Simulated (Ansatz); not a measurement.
A relaxed cell of SiB₆ is given with its symmetry left out. The cell was found from a structure generator's guess, not taken from experiment.

The calculation used Ansatz 0.2.0, DFT PBE, scalar-relativistic, plane waves, PAW. Cutoff 420 eV, Γ-centred mesh, Gaussian smearing, no spin polarisation.

```xyz
7
Lattice="-2.9967 2.9967 1.6993 2.9967 -2.9967 1.6993 2.9967 2.9967 -1.6993" Properties=species:S:1:pos:R:3 pbc="T T T"
Si    0.0000    0.0000    1.6993
B     4.7211    0.0000    0.0000
B     1.2722    0.0000    0.0000
B     0.0000    4.7211    0.0000
B     0.0000    1.2722    0.0000
B     0.0000    2.9967    0.0000
B     2.9967    0.0000    0.0000
```

Formation energies are uncorrected and refer to the elements' standard structures at the same level.

**Question.** What space group does it have?

**Answer.** I4/mmm (No. 139). Conventional cell: a = 5.993 Å, c = 3.399 Å. Si is surrounded by 8 B at 2.12 Å; B on a site of symmetry m2m is surrounded by 3 B at 1.72–1.80 Å and 2 Si at 2.12 Å; B on a site of symmetry mmm has 4 B at 1.70–1.72 Å.

**Question.** What is its formation energy per atom?

**Answer.** +0.70 eV/atom. It can't be a ground state, since the elements alone are lower.

**Question.** Is it a metal?

**Answer.** Yes, bands cross the Fermi level on the 12×12×12 mesh.

The last run used a 12×12×12 mesh for its 7-atom cell and Gaussian smearing of 0.10 eV. A structure relaxed within its symmetry needn't be a true minimum. Another cell of SiB6 relaxed alike, in R3m, lies 0.39 eV/atom lower, so this cell isn't the stable form at this level.
